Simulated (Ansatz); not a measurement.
## NaLaMnMoO6: changing the functional

```cif
data_structure
_symmetry_space_group_name_H-M 'P 1'
_symmetry_Int_Tables_number 1
_cell_length_a 5.4052
_cell_length_b 5.4051
_cell_length_c 8.2208
_cell_angle_alpha 90.221
_cell_angle_beta 89.773
_cell_angle_gamma 89.194
_cell_volume 240.15
loop_
_atom_site_label
_atom_site_type_symbol
_atom_site_fract_x
_atom_site_fract_y
_atom_site_fract_z
_atom_site_occupancy
Na1 Na 0.50619 0.50653 0.24999 1
Na2 Na 0.49381 0.49347 0.75001 1
La1 La 0.01207 0.01233 0.25001 1
La2 La 0.98793 0.98767 0.74999 1
Mn1 Mn 0.50000 0.00000 0.00000 1
Mn2 Mn 0.00000 0.50000 0.50000 1
Mo1 Mo 0.00000 0.50000 0.00000 1
Mo2 Mo 0.50000 0.00000 0.50000 1
O1 O 0.94778 0.54274 0.23246 1
O2 O 0.05222 0.45726 0.76754 1
O3 O 0.28121 0.28009 0.04830 1
O4 O 0.71879 0.71991 0.95170 1
O5 O 0.20507 0.79908 0.99952 1
O6 O 0.79493 0.20092 0.00048 1
O7 O 0.45652 0.05176 0.73248 1
O8 O 0.54348 0.94824 0.26752 1
O9 O 0.20097 0.79487 0.49902 1
O10 O 0.79903 0.20513 0.50098 1
O11 O 0.28007 0.28119 0.45169 1
O12 O 0.71993 0.71881 0.54831 1
```

The cell comes from a database or a generator and needn't be the stable form of this composition.

Kept alike: task band structure; k mesh 5 × 5 × 4; occupations fermi-dirac, width 0.05 eV; collinear spin, ferromagnetic start. Program: Ansatz, Ansatz PAW, cutoff 420 eV. The mesh is that of the run's cell of 20 atoms. No spin-orbit coupling.

| run | pressure (GPa) | largest site moment (μB) |
| --- | --- | --- |
| A | 5.29 | 2.97 |
| B | -0.01 | 3.04 |
| C | -11.64 | 2.94 |

Pressure is positive in compression, with a Pulay correction for the finite cutoff. For a metal such a mesh leaves the last digits unconverged. The runs hold the magnetic state that their start led to, which needn't be the lowest. Site moments count inside each atom's sphere or projector. All rows use potentials made for PBE.

Task: The runs differ in the functional alone: BLYP; LDA; PBE. Which run is which?

Result: Run A is BLYP; run B is PBE; run C is LDA. The pressure runs from -11.64 (LDA) to 5.29 GPa (BLYP). From PBE: BLYP +5.30; LDA -11.63. The largest site moment runs from 2.94 (LDA) to 3.04 μB (PBE). From PBE: BLYP -0.07; LDA -0.10.
